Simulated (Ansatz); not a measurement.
In the program Ansatz at the r²SCAN level (PAW), AlN in the tetragonal phase (P4_2/mnm; Al on 4g, N on 4f) relaxes to a = 5.286 Å, c = 3.100 Å. Its formation energy from the elements is -1.59 eV/atom, with no fitted shifts.

It is gapped at this level: 4.48 eV (smallest direct gap 4.49 eV). The valence maximum lies on the M–Γ line, 88 % of the way from M and the conduction minimum at Γ. HSE06 on the same cell gives 5.20 eV. The electron mass is 0.33, 0.33, 0.36 mₑ (principal values). The hole mass is 0.50, 1.7, 3.4 mₑ (principal values).

An equation-of-state fit gives a bulk modulus of 196 GPa. The relaxed-ion elastic constants in GPa are C11 = 287, C12 = 147, C13 = 128, C33 = 429, C44 = 111, C66 = 140. The elastic constants imply a Debye temperature near 882 K. Bader charges are Al +2.49, N -2.49 e.

The start of the workflow was typed in or built on a structure type; neither database checked (COD, Materials Project) lists it. It is not the phase usual at ambient conditions (space group No. 186, 216). Symmetry was held in the r²SCAN relaxation; whether a distortion lowers the energy is not shown. The references are the lowest solids computed at this level, not always the standard phases (solids in place of the gases).

Potentials: the later of the program's two PAW sets.
